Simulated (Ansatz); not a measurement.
# Notes on ScOs$_{3}$

```
Os Sc
1.0
     5.51515    0.00000    0.00000
    -2.75757    4.77626    0.00000
     0.00000    0.00000    4.50473
Os Sc
6 2
Direct
  0.83900 0.67800 0.25000
  0.16100 0.83900 0.75000
  0.32200 0.16100 0.25000
  0.16100 0.32200 0.75000
  0.83900 0.16100 0.25000
  0.67800 0.83900 0.75000
  0.33330 0.66670 0.25000
  0.66660 0.33330 0.75000
```

Method: PBE, collinear spin; PAW, plane waves to 420 eV, 5×5×5 Γ-centred mesh, cold occupations (width 0.0694 eV) (Ansatz 0.2.0), atoms fixed.

The state carries no moments; the state need not be the lowest.

(1) Is the cell too large or too small?

(2) Is there a gap?

(3) Describe some of the short contacts.

(4) Is it stable against the elements?

Origin: a known structure type with other elements, at an estimated volume, so it need not be a known compound.

Results:

(1) The pressure is 12.2 GPa (compression positive), so with the atoms held at these fractions the cell would first expand; the forces are large, so a full relaxation may end otherwise. The principal stresses 8.6, 14.0, 14.0 GPa differ, so its shape would change too.

(2) It is a metal, with about 8.6 states/eV a cell as the mean within 0.25 eV of the Fermi level, mostly Os d (75 %) and Sc d (14 %).

(3) Os–Os at 2.66 Å: least valence density 0.49 e/Å³ and ELF 0.38 there. Os–Sc at 2.76 Å: least valence density 0.28 e/Å³ and ELF 0.17 there. Both are smooth PAW fields, read partly inside the augmentation spheres.

(4) 0.15 eV an atom against the elements' usual phases (free molecules for gases, crystals otherwise, with no correction for O₂ or N₂), so at this geometry it isn't bound against them. Relaxing would lower it.
